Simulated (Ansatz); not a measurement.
InP:
```
InP
1.0
    0.00000     2.97979     2.97979
    2.97979     0.00000     2.97979
    2.97979     2.97979     0.00000
In P
1 1
Cartesian
  0.00000   0.00000   0.00000
  4.46968   4.46968   4.46968
```

Relaxed with PBE. Special points in fractions of this cell's reciprocal vectors: Γ (0.000, 0.000, 0.000); X (0.500, 0.000, 0.500); U (0.625, 0.250, 0.625); K (0.375, 0.375, 0.750); L (0.500, 0.500, 0.500); W (0.500, 0.250, 0.750).

Task: List the band energies nearest the valence-band maximum at these points for the program Ansatz at the PBE level (PAW).

Result: In eV from the valence-band maximum; about four levels below and three above (degenerate sets whole), none deeper than 8.9 eV; points with the same levels are listed once.

```
k              below                above
-  -----------------  -------------------
Γ     0.00 0.00 0.00  0.44 4.09 4.09 4.09
X  -5.54 -2.16 -2.16       1.85 2.27 8.90
U  -5.40 -3.07 -1.80       2.38 4.29 7.36
L  -5.47 -0.90 -0.90       1.38 4.80 4.80
W  -5.40 -2.75 -2.69       4.17 4.28 5.44
```

Space group F-43m (zinc blende). The cell was relaxed with PBE under the symmetry of its start. Spin–orbit coupling is left out wherever it is not named.

Potentials: the earlier of the program's two PAW sets.
